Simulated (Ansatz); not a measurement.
## Convergence of Al$_{3}$Pd with the plane-wave cutoff

Method: DFT PBE, scalar-relativistic, plane waves, PAW (Ansatz).

```
Al Pd
1.0
     3.94691    0.00000    0.00000
     0.00000    3.94691    0.00000
     0.00000    0.00000    3.94691
Al Pd
3 1
Direct
  0.00000 0.50000 0.50000
  0.50000 0.00000 0.50000
  0.50000 0.50000 0.00000
  0.00000 0.00000 0.00000
```

The Γ-centred k-mesh is 10×10×10. The occupation rule is Gaussian smearing, 0.1 eV. The spin treatment is unpolarised and the valence charge of the PAW sets is Al 3, Pd 18.

The atoms stay fixed while the plane-wave cutoff is varied. ΔE is the energy extrapolated to zero smearing, less that of the reference run (600 eV). The cell isn't necessarily relaxed at this level. Pressure is positive in compression and holds a correction for the finite cutoff (Pulay stress).

**Question.** Tried: 200, 250, 300, 350, 420, 500, 600 eV. From which plane-wave cutoff on does the energy per atom stay within 100, 10 and 1 meV of the reference?

**Answer.** 300 for 100 meV, 350 for 10 meV, 500 for 1 meV. The reference itself isn't shown to be converged.

```csv
cutoff (eV),ΔE (meV/atom),P (GPa),plane waves at Γ
200,3183,2.12,389
250,540,4.10,515
300,71.6,1.48,739
350,8.46,1.17,925
420,1.10,1.21,1213
500,0.14,1.21,1551
600,0.00,1.21,2103
```